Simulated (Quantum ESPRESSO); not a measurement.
# Planted mistakes on one cell of Zn3FSe2Cl

Calculated results; nothing here was measured. They come from pw.x of Quantum ESPRESSO 7.5, a plane-wave density functional program, with PseudoDojo standard norm-conserving files (v0.5 for PBE, v0.4.1 for LDA and PBEsol). The cells are made up: elements, strain and atom displacements were drawn at random, and nothing was relaxed. There is no spin polarisation, spin-orbit coupling or dispersion term.

The cell has 8 sites of a wurtzite lattice (rectangular cell). Sites 1 to 4 hold Zn empty Zn Zn; sites 5 to 8 hold F Se Se Cl. Cell vectors in Å: (3.886, 0.042, -0.014); (0.073, 6.667, -0.068); (-0.023, -0.064, 6.140). Settings: PBE, cutoff 1170 eV, 5 x 4 x 4 k mesh shifted by half a step, Fermi-Dirac smearing of 0.025 eV.

The intended run has a self-consistency threshold of 1e-07 eV, a smearing term of 0.000 eV, a pressure of 1.50 GPa and 10 iterations. Each further run changes one thing: all lengths scaled by 1.0065; atoms of sites 3 and 8 exchanged; cutoff 716 eV; files of LDA; k mesh 2 x 2 x 2; one electron added; smearing 0.83 eV; threshold 0.04 eV. A coarse mesh keeps the shift, and a charged cell sits in a uniform background.

```
run  change of free energy (eV)  smearing term -TS (eV)  change of P (GPa)  largest change of a force component (eV/Å)  iterations
  A                      -1.205                  -3.518               1.60                                       0.575          11
  B                      -0.019                   0.000              -1.00                                       0.127          10
  C                      29.666                   0.000            -210.45                                       0.102          11
  D                       6.142                  -0.006               4.61                                       2.642          14
  E                       0.003                   0.000              -0.23                                       0.289           5
  F                       7.864                  -0.004              13.86                                       0.721          11
  G                      -0.606                   0.000              -0.73                                       0.066          10
  H                      15.629                   0.000              -5.08                                       0.306          10
```

A rerun of the intended cell at 1467 eV and k mesh 7 x 6 x 6 moved values by no more than 0.008 eV in the cell's energy, 0.06 GPa in stress and 0.003 eV/Å in force.

Question: which change belongs to which run?

## Worked reading

Run E has the fewest iterations, as a run stopped early does. Run A has the largest smearing term, as wide smearing gives. Run C has a higher energy and the largest fall in pressure, as too small a basis gives. Run B changes the volume by a factor of 1.0196; minus its pressure change over the logarithm of that factor, 52 GPa, is a rough bulk modulus with clamped atoms. Energies from files of another functional, or of a charged cell, have another zero and say nothing on stability; the pressure of a charged cell rests on the program's zero of potential too.

## Key

| run | change |
| --- | --- |
| A | smearing 0.83 eV |
| B | all lengths scaled by 1.0065 |
| C | cutoff 716 eV |
| D | atoms of sites 3 and 8 exchanged |
| E | threshold 0.04 eV |
| F | one electron added |
| G | k mesh 2 x 2 x 2 |
| H | files of LDA |